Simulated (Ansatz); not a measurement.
Ga:
```
Ga
1.0
   -1.65704     1.65704     1.65704
    1.65704    -1.65704     1.65704
    1.65704     1.65704    -1.65704
Ga
1
Direct
  0.00000   0.00000   0.00000
```

Relaxed with r²SCAN. Special points in fractions of this cell's reciprocal vectors: Γ (0.000, 0.000, 0.000); H (0.500, -0.500, 0.500); N (0.000, 0.000, 0.500); P (0.250, 0.250, 0.250).

### Question
List the band energies nearest the Fermi level at these points for r²SCAN in the plane-wave PAW code Ansatz.

### Answer
In eV from the Fermi level; about four levels below and three above (degenerate sets whole), none deeper than 8.9 eV; … stands for higher levels left out; points with the same levels are listed once.

```csv
k,below,above
Γ,–,13.75 13.75 13.75
H,–,1.62 1.62 1.62
N,-4.69 -4.24,7.58 9.81 …
P,-2.18 -0.18 -0.18 -0.18,…
```

Space group Im-3m (bcc (W type)). A made-up cell: these elements were put on the sites of a structure type; neither database checked (COD, Materials Project) lists it. It is not the phase usual at ambient conditions (space group No. 64). The cell was relaxed with r²SCAN under the symmetry of its start. At this level the phase is mechanically unstable. Spin–orbit coupling is left out wherever it is not named.

Potentials: the later of the program's two PAW sets.
